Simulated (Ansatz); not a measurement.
Relaxed TiO₂ (anatase):

```
TiO2
1.0
   -1.88489     1.88489     4.77588
    1.88489    -1.88489     4.77588
    1.88489     1.88489    -4.77588
Ti O
2 4
Direct
  0.50000   0.50000   0.00000
  0.25000   0.75000   0.50000
  0.29247   0.29247   0.00000
  0.04247   0.54247   0.50000
  0.45753   0.95753   0.50000
  0.70753   0.70753   0.00000
```

The numbers are results of PBEsol (plane waves to 420 eV, PAW, scalar-relativistic; Ansatz, an electronic-structure program), not measurements. k mesh 10×10×10 (Γ-centred), Fermi-Dirac smearing 0.05 eV. TiO2 is run without spin polarisation. TiO2 was relaxed with its symmetry unable to fall.

One atom of the cell was then moved (with its periodic images), all else fixed, and the forces (eV/Å) came out as:

```csv
atom,Fx,Fy,Fz
Ti1,0.145,0.163,-0.562
Ti2,-0.108,1.704,0.397
O3,0.825,0.797,0.419
O4,-0.355,1.684,-0.289
O5,0.135,0.122,0.257
O6,-0.641,-4.470,-0.223
```

Problem. Which atom was moved, and by which vector (Å)?

Solution. O6, by (0.25, 0.25, 0.00), 0.35 Å in all.

(A displaced cell: forces are minus the slopes of the energy, force constants its curvatures, and phonons follow from these.)
